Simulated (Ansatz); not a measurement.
A distorted cell of ScPd (CsCl type):

```xyz
2
Lattice="3.2299 0.0000 0.0000 0.0000 3.2299 0.0000 0.0000 0.0000 3.2299" Properties=species:S:1:pos:R:3 pbc="T T T"
Sc     1.6149     1.6149     1.7549
Pd     0.0000     0.0000    -0.0591
```

Calculation: LDA (plane waves to 420 eV, PAW, scalar-relativistic; Ansatz, a quantum-chemistry and plane-wave program). k mesh 14×14×14 (Γ-centred), Fermi-Dirac smearing 0.05 eV. Stress and pressure are positive under compression. With partly filled bands, energies and forces of such displacements shift with the k mesh and the smearing. ScPd is run without spin polarisation. ScPd was relaxed with its symmetry unable to fall.

What forces act on the atoms (eV/Å, Cartesian)?


```json
[
 {"atom": "Sc1", "Fx": "0.000", "Fy": "0.000", "Fz": "-0.700"},
 {"atom": "Pd2", "Fx": "0.000", "Fy": "0.000", "Fz": "0.700"}
]
```

What is the stress tensor (GPa)?


```
    1.7      0.0      0.0
    0.0      1.7      0.0
    0.0      0.0      1.0
```
The pressure, a third of the trace, is 1.4 GPa.

(For displaced atoms, the force is minus the slope of the energy, and its curvature is a force constant, which sets phonon frequencies.)
